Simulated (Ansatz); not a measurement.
AgW:
```
CELL_PARAMETERS angstrom
      3.19376     0.00000     0.00000
      0.00000     3.19376     0.00000
      0.00000     0.00000     3.19376
ATOMIC_POSITIONS crystal
  Ag 0.00000 0.00000 0.00000
  W  0.50000 0.50000 0.50000
```

Relaxed with r²SCAN. Special points in fractions of this cell's reciprocal vectors: Γ (0.000, 0.000, 0.000); X (0.000, 0.500, 0.000); M (0.500, 0.500, 0.000); R (0.500, 0.500, 0.500).

Problem. List the band energies nearest the Fermi level at these points for DFT-r²SCAN in the program Ansatz with PAW potentials.

Solution. In eV from the Fermi level; about four levels below and three above (degenerate sets whole), none deeper than 8.9 eV; points with the same levels are listed once.

```
k                          below            above
-  -----------------------------  ---------------
Γ  -5.20 -5.20 -5.20 -0.95 -0.95   2.55 2.55 2.55
X        -2.38 -2.24 -0.32 -0.32  1.87 3.65 13.75
M        -2.63 -0.33 -0.01 -0.01   2.07 2.07 3.23
R  -4.21 -4.21 -3.26 -3.26 -3.26   3.36 3.36 5.39
```

Space group Pm-3m (CsCl type). The start of the workflow was typed in or built on a structure type; neither database checked (COD, Materials Project) lists it. Whether it is the stable phase at ambient conditions was not checked. The cell was relaxed with r²SCAN under the symmetry of its start. At this level the phase is mechanically unstable. No spin polarisation was allowed. Its formation energy is positive at this level, so the cell may be metastable or incomplete. Scalar-relativistic: spin–orbit coupling is off unless named, which matters more the heavier the elements.

Potentials: the later of the program's two PAW sets.
